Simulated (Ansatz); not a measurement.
**Zincblende alloy of GaAs and GaP (24 of 32 As sites exchanged), 64 atoms**

Ansatz, PAW, plane waves. PBEsol relaxation of volume and atoms (shape held) at the single k point (½, ½, ½); single points on the relaxed atoms at the Γ point alone, onto which points of the small cell's zone fold. Arrangement: random. No spin–orbit coupling unless named.

Relaxed structure:

```yaml
crystal:
  lattice:
    - [11.00138, 0.00000, 0.00000]
    - [0.00000, 11.00138, 0.00000]
    - [0.00000, 0.00000, 11.00138]
  atoms:
    - { symbol: Ga, position: [0.00335, 0.99673, 0.00495] }
    - { symbol: Ga, position: [0.00002, 0.99980, 0.49965] }
    - { symbol: Ga, position: [0.99985, 0.49933, 0.00717] }
    - { symbol: Ga, position: [0.00044, 0.50018, 0.49224] }
    - { symbol: Ga, position: [0.50371, 0.00302, 0.99728] }
    - { symbol: Ga, position: [0.49986, 0.99973, 0.49892] }
    - { symbol: Ga, position: [0.49983, 0.50009, 0.00830] }
    - { symbol: Ga, position: [0.50066, 0.49935, 0.49943] }
    - { symbol: Ga, position: [0.25466, 0.24539, 0.00468] }
    - { symbol: Ga, position: [0.25049, 0.24956, 0.49932] }
    - { symbol: Ga, position: [0.24384, 0.74964, 0.00050] }
    - { symbol: Ga, position: [0.25448, 0.75384, 0.49628] }
    - { symbol: Ga, position: [0.75142, 0.24998, 0.00692] }
    - { symbol: Ga, position: [0.74623, 0.24558, 0.49584] }
    - { symbol: Ga, position: [0.74649, 0.75389, 0.00450] }
    - { symbol: Ga, position: [0.75124, 0.75003, 0.49918] }
    - { symbol: Ga, position: [0.24784, 0.00335, 0.25440] }
    - { symbol: Ga, position: [0.25119, 0.99945, 0.75009] }
    - { symbol: Ga, position: [0.25096, 0.49987, 0.25120] }
    - { symbol: Ga, position: [0.25446, 0.49636, 0.74639] }
    - { symbol: Ga, position: [0.75041, 0.99941, 0.25081] }
    - { symbol: Ga, position: [0.74714, 0.99705, 0.74634] }
    - { symbol: Ga, position: [0.75042, 0.49981, 0.25171] }
    - { symbol: Ga, position: [0.74695, 0.50334, 0.74710] }
    - { symbol: Ga, position: [0.00043, 0.24934, 0.25129] }
    - { symbol: Ga, position: [0.00352, 0.24558, 0.74728] }
    - { symbol: Ga, position: [0.99984, 0.75035, 0.25132] }
    - { symbol: Ga, position: [0.00017, 0.75719, 0.75011] }
    - { symbol: Ga, position: [0.50005, 0.24930, 0.25158] }
    - { symbol: Ga, position: [0.49720, 0.24590, 0.74672] }
    - { symbol: Ga, position: [0.50363, 0.74738, 0.25429] }
    - { symbol: Ga, position: [0.50301, 0.75368, 0.74699] }
    - { symbol: P, position: [0.12540, 0.12476, 0.12771] }
    - { symbol: P, position: [0.12751, 0.12265, 0.62309] }
    - { symbol: P, position: [0.12451, 0.62484, 0.12868] }
    - { symbol: P, position: [0.62539, 0.12481, 0.12745] }
    - { symbol: P, position: [0.62341, 0.12283, 0.62310] }
    - { symbol: P, position: [0.62630, 0.62497, 0.12861] }
    - { symbol: P, position: [0.62428, 0.62706, 0.62212] }
    - { symbol: P, position: [0.37529, 0.37357, 0.12873] }
    - { symbol: P, position: [0.37675, 0.37267, 0.62201] }
    - { symbol: P, position: [0.37640, 0.87668, 0.62406] }
    - { symbol: P, position: [0.87541, 0.37472, 0.12975] }
    - { symbol: P, position: [0.87532, 0.87484, 0.12759] }
    - { symbol: P, position: [0.87443, 0.87592, 0.62312] }
    - { symbol: P, position: [0.37544, 0.12554, 0.37626] }
    - { symbol: P, position: [0.37555, 0.12369, 0.87455] }
    - { symbol: P, position: [0.37647, 0.62405, 0.37541] }
    - { symbol: P, position: [0.87531, 0.12369, 0.37435] }
    - { symbol: P, position: [0.87447, 0.62597, 0.37352] }
    - { symbol: P, position: [0.12656, 0.37379, 0.37355] }
    - { symbol: P, position: [0.12466, 0.87575, 0.37528] }
    - { symbol: P, position: [0.12554, 0.87716, 0.87559] }
    - { symbol: P, position: [0.62451, 0.37466, 0.37436] }
    - { symbol: P, position: [0.62630, 0.87508, 0.37623] }
    - { symbol: P, position: [0.62549, 0.87578, 0.87432] }
    - { symbol: As, position: [0.12623, 0.62680, 0.62260] }
    - { symbol: As, position: [0.37553, 0.87574, 0.12643] }
    - { symbol: As, position: [0.87443, 0.37360, 0.62154] }
    - { symbol: As, position: [0.37653, 0.62571, 0.87547] }
    - { symbol: As, position: [0.87518, 0.12179, 0.87643] }
    - { symbol: As, position: [0.87460, 0.62762, 0.87735] }
    - { symbol: As, position: [0.12748, 0.37290, 0.87742] }
    - { symbol: As, position: [0.62333, 0.37393, 0.87641] }
```

Problem. What are the mean bond lengths by pair (pairs within 1.2 times the sum of covalent radii, less contacts 15 % beyond the pair's median; cation–cation pairs of compounds aside; long ionic contacts are cut short by that bound)?

Solution. As–Ga 2.430 ± 0.006 Å (standard deviation, 32 bonds); Ga–P 2.366 ± 0.006 Å (standard deviation, 96 bonds).

Problem. What gap lies between the top filled and the lowest empty level in the single points?

Solution. HSE06 2.16 eV (58 s on NVIDIA H100). An indirect band minimum needn't fold onto Γ of this cell; where it doesn't, these gaps are too wide.
